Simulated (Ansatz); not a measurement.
LiFeP:
```
CELL_PARAMETERS angstrom
      3.67173     0.00000     0.00000
      0.00000     3.67173     0.00000
      0.00000     0.00000     5.84069
ATOMIC_POSITIONS crystal
  Li 0.00000 0.50000 0.65328
  Li 0.50000 0.00000 0.34672
  Fe 0.00000 0.00000 0.00000
  Fe 0.50000 0.50000 0.00000
  P  0.50000 0.00000 0.79609
  P  0.00000 0.50000 0.20391
```

Relaxed with r²SCAN. Special points in fractions of this cell's reciprocal vectors: Γ (0.000, 0.000, 0.000); X (0.000, 0.500, 0.000); M (0.500, 0.500, 0.000); Z (0.000, 0.000, 0.500); R (0.000, 0.500, 0.500); A (0.500, 0.500, 0.500).

List the band energies nearest the Fermi level at these points for plane-wave PAW r²SCAN (Ansatz code).

In eV from the Fermi level; about four levels below and three above (degenerate sets whole), none deeper than 8.9 eV; points with the same levels are listed once.

| k | below | above |
|---|---|---|
| Γ | -3.07 -3.07 -2.89 -0.81 -0.70 | 0.03 0.27 0.27 |
| X | -1.29 -1.29 -0.59 -0.59 | 1.15 1.15 2.59 2.59 |
| M | -0.59 -0.59 -0.23 -0.23 | 1.30 1.30 4.10 4.10 |
| Z | -2.91 -2.91 -2.88 -0.74 -0.05 | 0.03 0.32 0.40 0.40 |
| R | -1.26 -1.26 -0.94 -0.94 | 2.07 2.07 2.78 2.78 |
| A | -1.00 -1.00 -0.23 -0.23 | 1.58 1.58 5.96 5.96 |

Space group P4/nmm. The workflow started from a Materials Project entry (that database holds measured and hypothetical structures alike); the Crystallography Open Database files this formula in space group No. 129, but the cells were not matched. Its standing as an ambient phase is unchecked. The cell was relaxed with r²SCAN under the symmetry of its start; whether a distortion lowers the energy is not shown. No spin polarisation was allowed.

Potentials: the later of the program's two PAW sets.
